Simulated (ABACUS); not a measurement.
A self-consistent single point of C (Cmme, 4 atoms in the cell; from Materials Project mp-568286, changed as shown).

```
CELL_PARAMETERS angstrom
      1.24591    -2.16077     0.00000
      1.24591     2.16077     0.00000
      0.00000     0.00000     7.15777
ATOMIC_POSITIONS crystal
  C  0.58314 0.41686 0.75572
  C  0.41686 0.58314 0.24428
  C  0.91686 0.08314 0.75572
  C  0.08314 0.91686 0.24428
```

Level of theory: LDA (PW92), numerical atomic orbitals TZP (confined pseudo-atomic orbitals with Gaussian additions; energy shift 0.01 Ry), PseudoDojo 0.4 standard norm-conserving LDA (tails mended) pseudopotentials (ABACUS 3.10.1).

ABACUS settings:

| key | value |
|---|---|
| basis | TZP numerical atomic orbitals, energy shift 0.01 Ry |
| KPT | Gamma 15 15 5 0 0 0 |
| basis_type | lcao |
| dft_functional | PWLDA |
| ecutwfc | 100 Ry |
| smearing_method | fd |
| smearing_sigma | 0.00367493 Ry |
| potentials | PseudoDojo 0.4 standard norm-conserving LDA (tails mended) |
| symmetry | 1 |
| ks_solver | genelpa |
| scf_nmax | 100 |
| scf_thr | 1.0e-06 |
| mixing_type | pulay |

Problem. Estimate, at this level of theory: pressure and largest force (vector length).

Solution. The run gave:

```
Item                               Result
-----------------------------  ----------
Pressure                        -7.12 GPa
Largest force (vector length)  0.102 eV/Å
```

For comparison: a first run was changed to give this one (volume scaled by 0.99), and from it to this one the free energy falls by 5.1 meV/atom and the pressure goes from -9.56 to -7.12 GPa.

The atom-centred basis is finite, which shifts total energies, pressures and forces against plane waves. The structure comes from a collection of computed structures, made at another level of theory; the collection holds predicted forms beside known ones. Its lattice was then scaled.

Cost on one core: very roughly 16 core-seconds.

The atomic orbitals were generated for these runs; they are not ABACUS's published sets and were checked against plane waves on a few crystals only.

“Tails mended”: in these copies of the files the far tail of each local potential was reset to the Coulomb form.
